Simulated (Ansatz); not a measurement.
Tl under compression and expansion

```cif
data_structure
_symmetry_space_group_name_H-M 'P6_3/mmc'
_symmetry_Int_Tables_number 194
_cell_length_a 3.4973
_cell_length_b 3.4973
_cell_length_c 5.6466
_cell_angle_alpha 90.000
_cell_angle_beta 90.000
_cell_angle_gamma 120.000
_cell_volume 59.81
loop_
_atom_site_label
_atom_site_type_symbol
_atom_site_symmetry_multiplicity
_atom_site_Wyckoff_symbol
_atom_site_fract_x
_atom_site_fract_y
_atom_site_fract_z
_atom_site_occupancy
Tl1 Tl 2 c 0.33333 0.66667 0.25000 1
```

The runs use the primitive cell with vectors (3.497, 0.000, 0.000), (-1.749, 3.029, 0.000), (0.000, 0.000, 5.647) Å, to which the k mesh refers.

Structure from Materials Project entry mp-82 (possibly hypothetical), not relaxed further.

Spin–orbit coupling is left out, though it moves levels of the heavy atoms by tenths of an eV or more.

Methods: DFT, PBE, all-electron LAPW, scalar-relativistic (Ansatz 0.2.0); DFT, PBE, PAW with Ansatz's default frozen-core files, scalar-relativistic (Ansatz 0.2.0).

For LAPW: a Γ-centred 11×11×6 k mesh, Fermi–Dirac smearing of 0.05 eV, basis error target 0.25 meV/atom, no spin polarisation. PAW takes a cutoff of 420 eV at this cell. The Ansatz runs share mesh, smearing and spin set-up. Plane-wave (PAW) pressures include the program's estimate of the Pulay term.

The cell above is scaled evenly, with fractional coordinates and shape held.

```
V/V(cell)  V (Å³/atom)  P, LAPW (GPa)  P, PAW (GPa)
   0.9600       28.710           2.96          2.95
   0.9800       29.308           2.15          2.14
   1.0000       29.906           1.42          1.42
   1.0200       30.504              ?             ?
   1.0400       31.102           0.22          0.21
```

**Question.** Fill in the row V/V(cell) = 1.0200.

**Answer.** P, LAPW (GPa) = 0.78, P, PAW (GPa) = 0.78.
